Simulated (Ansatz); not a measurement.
# Elastic constants of NbW: input and output

All numbers below come from DFT LDA, scalar-relativistic, plane waves, PAW in Ansatz.

It can be run as:
```bash
ansatz run input.yaml --threads 1 --pin off --backend cpu --events-out ev --progress --plain --runs-dir out  # memory cap (--max-ram) not shown
```

Input (bare energies are in eV):
```yaml
crystal:
  lattice:
    - [1.5891556892, -2.2448638264, 0.0]
    - [1.5891556892, 2.2448638264, 0.0]
    - [0.0, 0.0, 4.5228323772]
  atoms:
    - { symbol: Nb, position: [0.0, 0.0, 0.0] }
    - { symbol: W, position: [0.5, 0.5, 0.5] }
basis:
  ecutwfc: 420
kpoints:
  mp_grid: { grid: [16, 16, 10] }
hamiltonian:
  xc: lda
scf:
  occupations: { method: fermi_dirac, width: 0.15 }
output:
  forces: true
  stress: true
  eigenvalues: true
elastic:
  mode: relaxed_ion
  amplitude: 0.005
```

From the output:
```
--- Elastic constants: 6 strain directions × 4 members + reference (group order 8) ---
  dense FFT box of the reference and of every strained cell: 20×20×32
  strains applied: 11, 22, 33, 23, 13, 12; error gains: componentwise 1.00 (the most a stress slope's error grows in a printed constant), spectral 1.00 (1 for all six strains in a standard setting)
  C = ∂σ_k/∂η_j (tension-positive GPa; Voigt order 11 22 33 23 13 12):
       426.533    174.969    174.395      0.000      0.000      0.000
       174.975    382.083    227.078      0.000      0.000      0.000
       174.392    227.075    378.063      0.000      0.000      0.000
         0.000      0.000      0.000    126.986      0.000      0.000
         0.000      0.000      0.000      0.000     72.243      0.000
         0.000      0.000      0.000      0.000      0.000     78.166
  reference stress σ⁰ (GPa):     -0.004     -0.004      0.008     -0.000     -0.000     -0.000
  C* (energy form; C + prestress term) asymmetry max|C*_kj − C*_jk| = 9.347e-3 GPa — a small one proves nothing (zero by symmetry where the batch's group is 432, −43m or m−3m); a large one is finite-difference/SCF noise where every solve ...
  moduli (Voigt/Reuss/Hill, GPa): K = 259.95/259.93/259.94   G = 96.16/90.15/93.16   E = 249.65   ν = 0.340
  mechanically stable: yes (min eigenvalue of sym C = 72.24 GPa)
  strain η (Voigt 11):  stress-route row diagonal C_11 = 426.53 GPa, energy-path curvature d²(F+E_count+ΔE)/dδ²/Ω₀ = 426.54 GPa
    cells at ±δ against ±2δ: C11 426.62 and 426.88 GPa, apart by 0.06 % of the column's largest entry
         δ    σ_11 (GPa) F (eV) n_scf n_hpsi n_pw
    -1.000e-2      -4.4422      -14572.6044599       8  145446    640   relax 0 steps, max|allowed force component| 2.48e-29 eV/Å
    -5.000e-3      -2.1797      -14572.6077884       4  109062    642   relax 0 steps, max|allowed force component| 0.00e0 eV/Å
     5.000e-3       2.0865      -14572.6078249       4  109142    651   relax 0 steps, max|allowed force component| 6.31e-30 eV/Å
     1.000e-2       4.0954      -14572.6047051       7  137820    654   relax 0 steps, max|allowed force component| 0.00e0 eV/Å
  strain η (Voigt 22):  stress-route row diagonal C_22 = 382.08 GPa, energy-path curvature d²(F+E_count+ΔE)/dδ²/Ω₀ = 382.07 GPa
    cells at ±δ against ±2δ: C12 175.03 and 175.20 GPa, apart by 0.05 % of the column's largest entry
         δ    σ_22 (GPa) F (eV) n_scf n_hpsi n_pw
    -1.000e-2      -3.9728      -14572.6049257       9  150103    645   relax 0 steps, max|allowed force component| 6.41e-30 eV/Å
    -5.000e-3      -1.9512      -14572.6079023       4  113951    645   relax 0 steps, max|allowed force component| 6.21e-30 eV/Å
     5.000e-3       1.8699      -14572.6079348       4  112919    651   relax 0 steps, max|allowed force component| 0.00e0 eV/Å
     1.000e-2       3.6717      -14572.6051376       7  123764    651   relax 0 steps, max|allowed force component| 3.16e-30 eV/Å
  strain η (Voigt 33):  stress-route row diagonal C_33 = 378.06 GPa, energy-path curvature d²(F+E_count+ΔE)/dδ²/Ω₀ = 378.07 GPa
    cells at ±δ against ±2δ: C33 378.15 and 378.39 GPa, apart by 0.07 % of the column's largest entry
         δ    σ_33 (GPa) F (eV) n_scf n_hpsi n_pw
    -1.000e-2      -3.9180      -14572.6049919       8  140356    643   relax 0 steps, max|allowed force component| 6.21e-30 eV/Å
    -5.000e-3      -1.9180      -14572.6079248       4  111688    644   relax 0 steps, max|allowed force component| 6.47e-30 eV/Å
     5.000e-3       1.8635      -14572.6079312       4  112218    650   relax 0 steps, max|allowed force component| 9.86e-32 eV/Å
     1.000e-2       3.6499      -14572.6051500       7  123614    656   relax 0 steps, max|allowed force component| 9.86e-32 eV/Å
  strain η (Voigt 23):  stress-route row diagonal C_44 = 126.99 GPa, energy-path curvature d²(F+E_count+ΔE)/dδ²/Ω₀ = 126.99 GPa
    cells at ±δ against ±2δ: C44 126.98 and 126.97 GPa, apart by 0.01 % of the column's largest entry
         δ    σ_23 (GPa) F (eV) n_scf n_hpsi n_pw
    -1.000e-2      -1.2697      -14572.6076009       7  211724    648   relax 0 steps, max|allowed force component| 0.00e0 eV/Å
    -5.000e-3      -0.6349      -14572.6085607       3  161503    648   relax 0 steps, max|allowed force component| 0.00e0 eV/Å
     5.000e-3       0.6349      -14572.6085607       3  160092    648   relax 0 steps, max|allowed force component| 0.00e0 eV/Å
     1.000e-2       1.2697      -14572.6076009       6  176560    648   relax 0 steps, max|allowed force component| 0.00e0 eV/Å
  strain η (Voigt 13):  stress-route row diagonal C_55 = 72.24 GPa, energy-path curvature d²(F+E_count+ΔE)/dδ²/Ω₀ = 72.25 GPa
    cells at ±δ against ±2δ: C55 72.29 and 72.43 GPa, apart by 0.20 % of the column's largest entry
         δ    σ_13 (GPa) F (eV) n_scf n_hpsi n_pw
    -1.000e-2      -0.7243      -14572.6081516       7  215658    651   relax 0 steps, max|allowed force component| 6.31e-29 eV/Å
    -5.000e-3      -0.3615      -14572.6086983       4  170270    649   relax 0 steps, max|allowed force component| 1.26e-29 eV/Å
     5.000e-3       0.3615      -14572.6086983       4  170403    649   relax 0 steps, max|allowed force component| 4.42e-29 eV/Å
     1.000e-2       0.7243      -14572.6081516       6  179017    651   relax 0 steps, max|allowed force component| 6.31e-29 eV/Å
  strain η (Voigt 12):  stress-route row diagonal C_66 = 78.17 GPa, energy-path curvature d²(F+E_count+ΔE)/dδ²/Ω₀ = 78.17 GPa
    cells at ±δ against ±2δ: C66 78.19 and 78.25 GPa, apart by 0.08 % of the column's largest entry
         δ    σ_12 (GPa) F (eV) n_scf n_hpsi n_pw
    -1.000e-2      -0.7825      -14572.6080922       7  238154    646   relax 0 steps, max|allowed force component| 1.54e-33 eV/Å
    -5.000e-3      -0.3909      -14572.6086835       3  188159    647   relax 0 steps, max|allowed force component| 0.00e0 eV/Å
     5.000e-3       0.3909      -14572.6086835       3  186740    647   relax 0 steps, max|allowed force component| 0.00e0 eV/Å
     1.000e-2       0.7825      -14572.6080922       6  202755    646   relax 0 steps, max|allowed force component| 0.00e0 eV/Å
```

In a metal, frequencies and elastic constants depend on the k mesh and the smearing, soft modes and shear constants most. Spin–orbit coupling is left out, which can shift energies with elements as heavy as these.